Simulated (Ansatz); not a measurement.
Input:

SiO$_{2}$:
```
CELL_PARAMETERS angstrom
      2.68653     0.00000     0.00000
     -1.34326     2.32660     0.00000
      0.00000     0.00000     4.59965
ATOMIC_POSITIONS crystal
  Si 0.00000 0.00000 0.00000
  O  0.33333 0.66667 0.19906
  O  0.66667 0.33333 0.80094
```

This is the PBE+D3(BJ)-relaxed structure. Tensor components refer to the Cartesian frame of this cell.

All from plane-wave PAW PBE+D3(BJ) (Ansatz code), unless another level is named. Estimate the bulk modulus (Birch–Murnaghan fit).

38.4 GPa.

And the zero-point energy?

102.0 meV/atom.

Give the elastic constants (relaxed ions, GPa).

C11 = 495, C12 = 110, C13 = 5.8, C14 = -2.0, C33 = 41.0, C44 = 6.3.

Predict the vibrational entropy at 300 K.

9.7 J/(K·mol of atoms).

Space group P-3m1 (CdI2 type). A made-up cell: these elements were put on the sites of a structure type; neither database checked (COD, Materials Project) lists it. It is not the phase usual at ambient conditions (space group No. 92, 152, 154). Symmetry was held in the PBE+D3(BJ) relaxation; phonons on a q-mesh show no instability.

Potentials: the later of the program's two PAW sets.
